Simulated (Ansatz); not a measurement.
Ansatz (a program for electronic structure) input:

Ansatz 0.2 input:
```yaml
crystal:
  lattice:
    - [6.8039855116, 0.0, 0.0]
    - [0.0, 6.8039855116, 0.0]
    - [0.0, 0.0, 4.0658111783]
  atoms:
    - { symbol: Mg, position: [0.3263573976, 0.6736426024, 0.0] }
    - { symbol: Mg, position: [0.6736426024, 0.3263573976, 0.0] }
    - { symbol: Mg, position: [0.8263573976, 0.8263573976, 0.5] }
    - { symbol: Mg, position: [0.1736426024, 0.1736426024, 0.5] }
    - { symbol: S, position: [0.311550696, 0.311550696, 0.0] }
    - { symbol: S, position: [0.688449304, 0.688449304, 0.0] }
    - { symbol: S, position: [0.188449304, 0.811550696, 0.5] }
    - { symbol: S, position: [0.811550696, 0.188449304, 0.5] }
kpoints:
  mp_grid: { grid: [3, 3, 4] }
hamiltonian:
  xc: hse06
  pseudopotentials: { azcp: { folder: ./paw }, kind: paw }
scf:
  n_extra_bands: 8
  occupations: { method: fixed }
output:
  eigenvalues: true
  eigenstates:
    e_range: [-9.0, 12.9]
    kpoints:
      - [-0.046875, -0.046875, 0.0]  # VBM
      - [0.0, 0.0, 0.0]  # CBM
      - [0.0, 0.0, 0.0]  # GAMMA
      - [0.0, 0.0, 0.5]  # Z
      - [0.5, 0.5, 0.0]  # M
      - [0.5, 0.5, 0.5]  # A
      - [0.0, 0.5, 0.5]  # R
      - [0.0, 0.5, 0.0]  # X
```

Output (shortened):

```
Pseudopotential: Mg, paw, valence charge 10
Pseudopotential: S, paw, valence charge 6
Functional definition: HSE06
davidson cushion auto → on  (no smearing: the cushion is to keep the highest requested band from converging to the state above it …
Crystal: 8 atoms, lattice volume = 188.224 Å³
Basis set: ecut = 420 eV, 3689 PW (Γ)
Bands: 40, of which v1, the nominal top of the filled ones, is band 32 counted from 1 (31 counted from 0)
Symmetry: 16 space group operations
Space group: P42/mnm (ITA 136), of the structure as read, at distance tolerance 5.7e-5 Å
k-points: 9 of 36
SCF iter   1: F=—  HF=-11315.030051 eV  |F-HF|=—  |Δ(HF+E_count)|=         —  Δρ=3.61e-2  dr2=2.60e0  ethr=1.00e-1  ⟨swp⟩=7.8  Hψ=1195  notcnv=0
preconditioner: auto → none
SCF iter   2: F=—  HF=-11314.631695 eV  |F-HF|=—  |Δ(HF+E_count)|=   3.98e-1  Δρ=1.52e-2  dr2=3.02e-1  ethr=4.06e-3  ⟨swp⟩=5.0  Hψ=1039  notcnv=0  defer=6
SCF iter   3: F=—  HF=-11314.706564 eV  |F-HF|=—  |Δ(HF+E_count)|=   7.49e-2  Δρ=4.62e-3  dr2=3.94e-2  ethr=4.73e-4  ⟨swp⟩=4.9  Hψ=895  notcnv=0  defer=1
iter 4 solved again at ethr=1.44e-6 eV; its pass at ethr=6.15e-5 eV (dr2=9.19e-4 eV) is discarded
SCF iter   4: F=-11314.727224 eV  HF=-11314.726601 eV  |F-HF|=6.23e-4  |Δ(HF+E_count)|=   2.00e-2  Δρ=7.61e-4  dr2=9.20e-4  ethr=1.44e-6  ⟨swp⟩=4.8  Hψ=2032  notcnv=0  defer=3
SCF 1 stopped early in 4 iterations: F = -11314.727224 eV  dr2 = 9.20e-4
Crystal: 8 atoms, lattice volume = 188.224 Å³
Exchange kernel: α = 0.2500, screened, ω = 0.2079 Å⁻¹, Wigner–Seitz truncation, v(0) = 1042.4877 eV·Å³, q-mesh 3×3×4, nearest image of the exchange supercell L …
Frozen-core exchange: fock
SCF iter   1: F=—  HF=-11318.764534 eV  |F-HF|=—  |Δ(HF+E_count)|=         —  Δρ=4.08e-3  dr2=1.78e-2  ethr=1.44e-5  ⟨swp⟩=6.7  Hψ=1636  notcnv=0
preconditioner: auto → none
SCF iter   2: F=—  HF=-11318.757430 eV  |F-HF|=—  |Δ(HF+E_count)|=   7.10e-3  Δρ=9.52e-4  dr2=2.33e-3  ethr=1.44e-5  ⟨swp⟩=3.0  Hψ=1008  notcnv=0
SCF iter   3: F=—  HF=-11318.765622 eV  |F-HF|=—  |Δ(HF+E_count)|=   8.19e-3  Δρ=3.84e-4  dr2=2.33e-4  ethr=2.34e-6  ⟨swp⟩=3.9  Hψ=1095  notcnv=0
SCF iter   4: F=—  HF=-11318.765575 eV  |F-HF|=—  |Δ(HF+E_count)|=   4.74e-5  Δρ=5.07e-5  dr2=1.27e-5  ethr=3.21e-7  ⟨swp⟩=3.0  Hψ=875  notcnv=0
SCF iter   5: F=-11318.765674 eV  HF=-11318.765675 eV  |F-HF|=1.26e-6  |Δ(HF+E_count)|=   1.00e-4  Δρ=4.83e-5  dr2=3.46e-6  ethr=5.65e-9  ⟨swp⟩=5.2  Hψ=1380  notcnv=0
SCF 2 stopped early in 5 iterations: F = -11318.765674 eV  dr2 = 3.46e-6
hybrid outer 1: dexx = +1.006e-2 eV, tail = 9.69e-5 eV
Crystal: 8 atoms, lattice volume = 188.224 Å³
Exchange kernel: α = 0.2500, screened, ω = 0.2079 Å⁻¹, Wigner–Seitz truncation, v(0) = 1042.4877 eV·Å³, q-mesh 3×3×4, nearest image of the exchange supercell L …
Frozen-core exchange: fock
SCF iter   1: F=—  HF=-11318.765392 eV  |F-HF|=—  |Δ(HF+E_count)|=         —  Δρ=2.99e-5  dr2=1.21e-6  ethr=7.57e-7  ⟨swp⟩=2.4  Hψ=798  notcnv=0
preconditioner: auto → none
iter 2 solved again at ethr=6.34e-11 eV; its pass at ethr=1.78e-9 eV (dr2=4.05e-8 eV) is discarded
SCF iter   2: F=-11318.765392 eV  HF=-11318.765392 eV  |F-HF|=2.10e-8  |Δ(HF+E_count)|=   1.79e-7  Δρ=8.70e-6  dr2=8.97e-8  ethr=6.34e-11  ⟨swp⟩=3.0  Hψ=2030  notcnv=0
SCF 3 converged in 2 iterations: F = -11318.765392 eV  dr2 = 8.97e-8
hybrid outer 2: dexx = +2.718e-7 eV, tail = 2.48e-7 eV, Δε = 1.22e-3 eV (about 1.33e-4 eV left of the loop's levels)
the search or the solves at the SCF's close seem to have found levels that the self-consistency loop had missed (the run counts 1) …
NSCF: frozen V_eff on 8 k-points
hybrid SCF converged: 2 outer / 7 inner (+4 warm-up), last move |dexx| = 2.72e-7 eV, tail = 2.48e-7 eV
Stability not checked (fock_operator)
Free energy (F): -11318.765392 eV
Frozen-core exchange: fock
Harris-Foulkes:  -11318.765392 eV  (|F-HF|=2.10e-8)
Internal energy: -11318.765392 eV  (E = F + TS)
E sigma→0 (E₀):  -11318.765392 eV
Fermi energy:    2.154076 eV
--- Per-component energies (eV) ---
  E_band       = -1670.418265
  E_kinetic    = 709.529593
  E_local      = -8144.527256  (includes V_loc(G=0)·N_el)
  E_nonlocal   = 912.604094
  E_hartree    = 2853.571991
  E_xc         = -377.133750
  E_vxc        = -381.780584  (∫ρ·V_xc dr)
  E_exx        = -251.820400  (= α·E_x^exact, valence–valence)
  E_paw        = -3477.800752  (= ΣΔE_a)
  E_vpaw       = 30.256018  (= ΣTr[D̂ρ^β])
  E_aug_tail   = -0.000588  (compensation charges beyond the density's cutoff)
  E_ewald      = -3542.675406
  E_core_change = -0.512918  (= ΣΔE_core)
  E_smearing   =  0.000000  (= −TS)
  E_closure    = 0.000000  (closes the sum)
  Σ components = -11318.765392   (vs F -11318.765392, Δ=0.00e0)
  [band-id]    e_kinetic+e_local+e_nonlocal+2·e_hartree+e_vxc+2·e_exx+e_vpaw+e_augmentation_tail = -1670.415541   (vs E_band -1670.418265, Δ=2.72e-3)
--- Band table (eV; the first three rows and the last of 9) ---
  k-point 0: bands = ["-76.5597", "-76.5596", "-76.5593", "-76.5593", "-41.4629", "-41.4629", "-41.4628", "-41.4612", "-41.4589", "-41.4568", "-41.4518", "-41.4517", "-41.4517", "-41.4507", "-41.4507", "-41.4505", "-10.3662", "-9.5913", "-9.5913", "-9.4587", …
  k-point 1: bands = ["-76.5597", "-76.5596", "-76.5593", "-76.5593", "-41.4628", "-41.4628", "-41.4625", "-41.4614", "-41.4585", "-41.4571", "-41.4524", "-41.4517", "-41.4517", "-41.4515", "-41.4514", "-41.4514", "-10.1414", "-9.4758", "-9.4758", "-9.4731", …
  k-point 2: bands = ["-76.5596", "-76.5596", "-76.5593", "-76.5593", "-41.4627", "-41.4627", "-41.4619", "-41.4619", "-41.4578", "-41.4578", "-41.4527", "-41.4527", "-41.4522", "-41.4522", "-41.4517", "-41.4517", "-9.6976", "-9.6976", "-9.3527", "-9.3527", …
  k-point 8: bands = ["-76.5596", "-76.5596", "-76.5593", "-76.5593", "-41.4628", "-41.4628", "-41.4619", "-41.4619", "-41.4579", "-41.4578", "-41.4528", "-41.4526", "-41.4522", "-41.4522", "-41.4517", "-41.4516", "-9.6672", "-9.6654", "-9.3785", "-9.3762", …
```

Cost: very roughly 3 core-minutes on shared cores.

The points marked VBM and CBM come from a semilocal run.

Space group P4_2/mnm. The start of the workflow was typed in or built on a structure type; neither database checked (COD, Materials Project) lists it. COD files the formula under space group No. 225. Whether it is the stable phase at ambient conditions was not checked. The PBEsol relaxation kept the symmetry of its start; its stability against distortions is not shown here.

Potentials: the earlier of the program's two PAW sets. The files were generated under PBE; for other functionals the program regenerates the frozen cores, and for LDA and PBEsol the local potential too.

Ansatz is a plane-wave DFT program.
